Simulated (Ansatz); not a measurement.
# LiPS3: Electric field gradients

The cell is a structure deposited in the COD, ions relaxed with PBE at fixed cell.

Space group C2/m (No. 12); a = 11.1156, b = 7.0070, c = 6.5251 Å, β = 125.57°.

| site | Wyckoff | site symmetry | x | y | z |
| --- | --- | --- | --- | --- | --- |
| Li | 4g | 2 | 0.5000 | 0.7408 | 0.0000 |
| P | 4i | m | 0.1535 | 0.0000 | 0.5781 |
| S5 | 4h | 2 | 0.5000 | 0.2759 | 0.5000 |
| S7 | 4i | m | 0.1972 | 0.0000 | 0.3187 |
| S9 | 4i | m | 0.3228 | 0.0000 | 0.9408 |

One atom of each set is listed; the run and its k-mesh use a cell of 10 atoms with edges of 6.57, 6.57, 6.53 Å.

Method: Kohn–Sham DFT in Ansatz, r2SCAN, plane waves and PAW, scalar-relativistic, 500 eV cutoff, Γ-centred 5×5×5 k-points, Fermi–Dirac smearing 0.02 eV.

V_zz is the principal component of the electric field gradient with the largest magnitude, η = (V_xx − V_yy)/V_zz and C_Q = eQV_zz/h.

⁷Li: I = 3/2, Q = -40.10 mb; ³³S: I = 3/2, Q = -69.40 mb. Q values from Pyykkö, Mol. Phys. 116, 1328 (2018).

```json
{"site": "Li", "atoms": "2", "first shell": "4 S at 2.54–2.58 Å; also 2 S at 3.26 Å", "V_zz (10²¹ V/m²)": "0.16", "η": "0.12", "C_Q (MHz)": "-0.156"}
{"site": "P", "atoms": "2", "first shell": "4 S at 1.99–2.15 Å", "V_zz (10²¹ V/m²)": "-4.26", "η": "0.64", "C_Q (MHz)": "–"}
{"site": "S5", "atoms": "2", "first shell": "2 P at 2.15 Å, angle 86°; also 2 Li at 3.26 Å", "V_zz (10²¹ V/m²)": "-20.9", "η": "0.60", "C_Q (MHz)": "35.0"}
{"site": "S7", "atoms": "2", "first shell": "1 P at 2.01 Å; also 2 Li at 2.58 Å", "V_zz (10²¹ V/m²)": "20.00", "η": "0.06", "C_Q (MHz)": "-33.6"}
{"site": "S9", "atoms": "2", "first shell": "1 P at 1.99 Å; also 2 Li at 2.54 Å", "V_zz (10²¹ V/m²)": "20.1", "η": "0.12", "C_Q (MHz)": "-33.7"}
```

At S7 and S9 V_zz points along its bond to P (within 2°) in each case. At S5 V_zz stands upright on the plane of its two bonds (within 1°).

P has no stable isotope with a ground-state quadrupole moment in the table, so no C_Q is given.

The largest force is 0.4 eV/Å, so the atoms aren't at the calculated equilibrium and relaxing them would move these values. With these PAW files V_zz is typically within 2 to 3 % of all-electron values, but misses above 10 % occur on Li.
